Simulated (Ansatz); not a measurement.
Relaxed-ion elastic tensor of ZnPbO3 in space group R3c (No. 161; Zn on 6a, Pb on 6a, O on 18b) in GPa (Voigt order), DFT-r²SCAN in the program Ansatz with PAW potentials; density 8.72 g/cm³, 12.22 Å³ per atom.

```
 259   135  98.0   3.9   0.0   0.0
 135   259  98.0  -3.9   0.0   0.0
98.0  98.0   192   0.0   0.0   0.0
 3.9  -3.9   0.0  51.3   0.0   0.0
 0.0   0.0   0.0   0.0  51.3   3.9
 0.0   0.0   0.0   0.0   3.9  62.0
```

Problem. Is the crystal mechanically stable?

Solution. Yes: the smallest eigenvalue of C is 50.1 GPa.

Problem. Work out the Voigt, Reuss and Hill averages.

Solution. K_V = 153, K_R = 146, K_H = 149; G_V = 58.2, G_R = 57.0, G_H = 57.6 GPa.

Problem. Give Young's modulus, Poisson's ratio, Pugh's ratio and the universal anisotropy index.

Solution. E = 9KG/(3K + G) = 153 GPa; ν = 0.33; K/G = 2.59 (ductile by the Pugh limit of 1.75); A_U = 5G_V/G_R + K_V/K_R − 6 = 0.15.

Problem. Estimate the sound speeds and the Debye temperature.

Solution. v_l = √((K + 4G/3)/ρ) = 5090 m/s, v_t = √(G/ρ) = 2570 m/s, mean 2880 m/s; Θ = (h/k)(3n/4πV)^(1/3) v_m = 373 K.

Problem. How much does each axis shrink under pressure?

Solution. Linear compressibilities β_i = Σ_j S_ij (j = 1 to 3): x 1.7, y 1.7, z 3.5 per TPa.

The first step of the workflow began from a Materials Project structure, measured or hypothetical; the Crystallography Open Database copy checked does not list it. With Zn and Pb taken as one species the cell has the higher symmetry R-3c, so it may be an ordered model of a mixed-site phase. Whether it is the stable phase at ambient conditions was not checked. The cell was relaxed with r²SCAN under the symmetry of its start; of distortions, only those at the zone centre were tested. Scalar-relativistic: spin–orbit coupling is off unless named, which matters more the heavier the elements.

Potentials: the later of the program's two PAW sets.
